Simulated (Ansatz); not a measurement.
Starting cell, PbSe (rock salt):

```
CELL_PARAMETERS angstrom
      0.00000     3.08901     3.08901
      3.08901     0.00000     3.08901
      3.08901     3.08901     0.00000
ATOMIC_POSITIONS crystal
  Se 0.00000 0.00000 0.00000
  Pb 0.50000 0.50000 0.50000
```

Scan: atom 2 (Pb, nearest neighbour Se at 3.089 Å; its periodic images, 4.4 Å or more away, move with it) is displaced towards the nearest neighbour, direction (0.000, 0.000, 1.000) in Cartesian axes, by s. The other atoms stay.

Level of theory: r2SCAN (plane waves to 500 eV, PAW, scalar-relativistic; Ansatz, a first-principles code). k mesh 8×8×8 (Γ-centred), Fermi-Dirac smearing 0.05 eV. The energy includes the smearing's −TS. Stress and pressure are positive under compression. F∥ is the force on the atom along that direction. PbSe was relaxed with its symmetry unable to fall. Spin-orbit coupling is left out, though Pb is heavy. ΔE is measured from the undisplaced structure.

```
s (Å)   ΔE (eV/cell)  P (GPa)  F∥ (eV/Å)
------  ------------  -------  ---------
-0.310        0.0375     1.37      0.427
-0.248        0.0172     0.85      0.238
-0.186        0.0066     0.47      0.115
-0.124        0.0019     0.20      0.044
-0.062        0.0003     0.04      0.012
0.000         0.0000    -0.01      0.000
0.062         0.0003     0.04     -0.012
0.124         0.0019     0.20     -0.044
0.186         0.0066     0.47     -0.115
0.248         0.0172     0.85     -0.238
0.310         0.0375     1.37     -0.427
```

What the scan shows:

| Quantity | Value |
|---|---|
| Energy at s = 0.310 Å | 37.5 meV/cell |
| Force along the line at s = -0.310 Å | 0.427 eV/Å |
| Symmetry of the curve | even: the same for both signs |
| Shape of the curve | a single well with its minimum at or next to zero displacement |

(A displaced cell: forces are minus the slopes of the energy, force constants its curvatures, and phonons follow from these.)
